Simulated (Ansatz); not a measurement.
**Relaxing thallium (simple cubic)**

Method: Ansatz 0.2.0, DFT, PBEsol, plane waves (420 eV) with PAW, scalar-relativistic. The PAW files were generated under PBE, with cores re-solved for the functional.

k-point mesh 10×10×10, Fermi-Dirac smearing 0.1 eV, no spin polarisation. Cell and atoms relax.

Starting structure:

```
Tl
1.0
     3.11688    0.00000    0.00000
     0.00000    3.11688    0.00000
     0.00000    0.00000    3.11688
Tl
1
Direct
  0.00000 0.00000 0.00000
```

Task: What cell does the relaxation end in?

Result: Pm-3m with a = 3.139 Å; 30.94 Å³ per atom against 30.28 at the start (2.2 %).

Task: How much energy does the relaxation gain?

Result: 1.4 meV per atom.

Path of the relaxation (the plane waves are chosen anew near the end, which can shift the energy a little):

| step | E − E(final) (meV/atom) | V (Å³/atom) | P (GPa) | max force (eV/Å) |
| --- | --- | --- | --- | --- |
| 0 | 1.43 | 30.280 | 0.70 | 0.000 |
| 1 | 0.18 | 30.838 | 0.11 | 0.000 |
| 2 | 0.17 | 30.943 | 0.00 | 0.000 |
| 3 | 0.00 | 30.943 | 0.00 | 0.000 |
